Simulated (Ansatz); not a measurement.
A relaxation computed with Ansatz, from input to last step.

```yaml
crystal:
  lattice:
    - [2.7878053352, 0.0, 0.0]
    - [0.0, 2.7878053352, 0.0]
    - [0.0, 0.0, 3.7807107569]
  atoms:
    - { symbol: Nb, position: [0.0, 0.0, 0.0] }
    - { symbol: Rh, position: [0.5, 0.5, 0.5] }
basis:
  ecutwfc: 500
kpoints:
  mp_grid: { grid: [14, 14, 12] }
hamiltonian:
  xc: r2scan
scf:
  occupations: { method: gaussian, width: 0.1 }
output:
  forces: true
  stress: true
  eigenvalues: true
relax:
  adjacent_minimum: "off"
  f_tol: 0.01
  max_steps: 30
  cell: { stress_tol: 0.1, fix: [volume] }
```

```bash
ansatz run input.yaml --threads 1 --pin off --max-ram 2560MiB --backend cpu --events-out ev --progress --plain --runs-dir out
```

The calculation used DFT r2SCAN, scalar-relativistic, plane waves, PAW in Ansatz.

The volume is held at 0.94 times that of the relaxed cell.

Of 4 frames 3 are shown, positions in Å and forces in eV/Å; the SCF threshold varies from step to step. Steps run on the plane waves of an earlier cell, with a Pulay correction in the pressure. The basis is chosen afresh for the last frame, the zero of the energies, and at times for earlier ones too; energy and pressure step there, also at an unchanged geometry.

```xyz
2
Lattice="2.7878 0.0000 0.0000 0.0000 2.7878 0.0000 0.0000 0.0000 3.7807" Properties=species:S:1:pos:R:3:forces:R:3 pbc="T T T" step=1 free_energy_over_end_meV_per_atom=0.07 pressure_GPa=16.59
Nb    0.0000    0.0000    0.0000    0.0000    0.0000    0.0000
Rh    1.3939    1.3939    1.8904    0.0000    0.0000    0.0000
2
Lattice="2.7832 0.0000 0.0000 0.0000 2.7832 0.0000 0.0000 0.0000 3.7933" Properties=species:S:1:pos:R:3:forces:R:3 pbc="T T T" step=2 free_energy_over_end_meV_per_atom=0.02 pressure_GPa=16.52
Nb    0.0000    0.0000    0.0000    0.0000    0.0000    0.0000
Rh    1.3916    1.3916    1.8967    0.0000    0.0000    0.0000
2
Lattice="2.7846 0.0000 0.0000 0.0000 2.7846 0.0000 0.0000 0.0000 3.7893" Properties=species:S:1:pos:R:3:forces:R:3 pbc="T T T" step=4 free_energy_over_end_meV_per_atom=0.00 pressure_GPa=16.54
Nb    0.0000    0.0000    0.0000    0.0000    0.0000    0.0000
Rh    1.3923    1.3923    1.8947    0.0000    0.0000    0.0000
```

Time: 75 s on 1 thread of Intel(R) Xeon(R) Platinum 8259CL CPU @ 2.50GHz (Skylake/Cascade Lake), on a shared host, peak memory 0.61 GiB.